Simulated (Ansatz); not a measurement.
**Sc$_{4}$Al: computed properties**

The calculation used DFT PBE, scalar-relativistic, plane waves, PAW (Ansatz 0.2.0).

Cutoff 420 eV; k points 12×12×12 on the computed 5-atom cell (Γ-centred); Gaussian smearing, width 0.10 eV; no spin polarisation.

The structure is relaxed at this level of theory with its symmetry kept, and needn't be the ground state of this composition.

```cif
data_structure
_symmetry_space_group_name_H-M 'R-3m:H'
_symmetry_Int_Tables_number 166
_cell_length_a 4.9473
_cell_length_b 4.9473
_cell_length_c 15.8213
_cell_angle_alpha 90.000
_cell_angle_beta 90.000
_cell_angle_gamma 120.000
_cell_volume 335.36
loop_
_atom_site_label
_atom_site_type_symbol
_atom_site_symmetry_multiplicity
_atom_site_Wyckoff_symbol
_atom_site_fract_x
_atom_site_fract_y
_atom_site_fract_z
_atom_site_occupancy
Sc1 Sc 6 c 0.00000 0.00000 0.68356 1
Sc2 Sc 6 c 0.33333 0.66667 0.77152 1
Al1 Al 3 b 0.66667 0.33333 0.83333 1
```

| Item | Value |
| --- | --- |
| Space group | R-3m (No. 166) |
| Volume per atom | 22.36 Å³ |
| Formation energy from the elements' standard states (uncorrected) | -0.171 eV/atom |
| Kohn–Sham band gap | none (metal) |
| Density of states at the Fermi level | 3.3 states/eV per cell |
| Orbital (Löwdin) character within 0.5 eV of the Fermi level | Sc 3d 84 %, unprojected 6 % |
| Bader charge by site (e) | Sc (2 in the cell) 0.21, Sc (2 in the cell) 0.98, Al (1 in the cell) -2.39 |

The cell was found from a structure generator's guess, not taken from experiment. Löwdin shares on free-atom orbitals overweight diffuse shells.
